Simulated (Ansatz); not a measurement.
Input and command of a calculation in Ansatz (plane waves; scalar-relativistic PAW potentials unless the input names others):

```yaml
crystal:
  lattice:
    - [-3.0463566574, 3.0463566574, 2.504751879]
    - [3.0463566574, -3.0463566574, 2.504751879]
    - [3.0463566574, 3.0463566574, -2.504751879]
  atoms:
    - { symbol: Ta, position: [0.6629488272, 0.8370511728, 0.5] }
    - { symbol: Ta, position: [0.8370511728, 0.3370511728, 0.1741023456] }
    - { symbol: Ta, position: [0.3370511728, 0.1629488272, 0.5] }
    - { symbol: Ta, position: [0.1629488272, 0.6629488272, 0.8258976544] }
    - { symbol: Si, position: [0.25, 0.25, 0.0] }
    - { symbol: Si, position: [0.75, 0.75, 0.0] }
basis:
  ecutwfc: 420
kpoints:
  mp_grid: { grid: [10, 10, 10] }
hamiltonian:
  xc: lda
scf:
  occupations: { method: gaussian, width: 0.15 }
  max_iter: 100
output:
  forces: true
  eigenvalues: true
  stress: true
magnetization:
  spin_polarized: "yes please"
```

```bash
ansatz run input.yaml --threads 2 --pin off --max-ram 5120MiB --backend cpu --events-out ev --progress --plain --runs-dir out
```

Q: What will the program do with this input?

A: The program refuses it, because of a value of the wrong type (magnetization.spin_polarized: not typed → "yes please"). Without that key it is accepted.

Abridged log:
```
Error: YAML parse error: error: line 27 column 19: invalid boolean (strict mode expects true/false)
  --> <input>:27:19
   |
25 |   stress: true
26 | magnetization:
27 |   spin_polarized: "yes please"
   |                   ^ invalid boolean (strict mode expects true/false)
```